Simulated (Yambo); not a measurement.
BaMg$_{2}$Sb$_{2}$ (space group P-3m1, No. 164), G0W0@LDA in Yambo (3×3×1 mesh, plasmon pole; 7 Ry block, no terminator). The number N of bands in W and G is varied.

```csv
N,x = 1/N,"gap Γ → (0, 0.333, 0) (eV)",shift of the valence edge (eV)
91,0.01099,1.776,-0.132
132,0.00758,1.824,-0.360
183,0.00546,1.880,-0.518
236,0.00424,?,?
```

Question: Basis-set arguments suggest E = E∞ + A x. Fix A and E∞ from the two rows above the withheld one, predict the row at 236 bands, and test the form.

Answer: Gap: A = (1.880 − (1.824))/(0.00546 − 0.00758) = -26.4, E∞ = 2.024 eV, so 1.912 eV is predicted; the run gave 1.907 eV (miss 5 meV). The first two rows have slope -14.1, so the form doesn't hold yet over the whole range. Shift: A = (-0.518 − (-0.360))/(0.00546 − 0.00758) = 74.5, E∞ = -0.925 eV, so -0.609 eV is predicted; the run gave -0.601 eV (miss 8 meV). The first two rows have slope 66.9, within 15 % of that. The other settings are held fixed.

The standard potential for Sb keeps a d shell in the valence without the s and p states of that shell. In tests on such compounds this moved G0W0 gaps by up to about 0.9 eV, so absolute quasiparticle energies here are unreliable; differences between settings are what counts.

Spin-orbit coupling is not included.

Geometry of the Materials Project entry, not relaxed at this level; primitive cell a = b = 4.7985 Å, c = 8.2059 Å, α = β = 90.00°, γ = 120.00°.

A shift is the quasiparticle energy of the state minus its LDA energy.
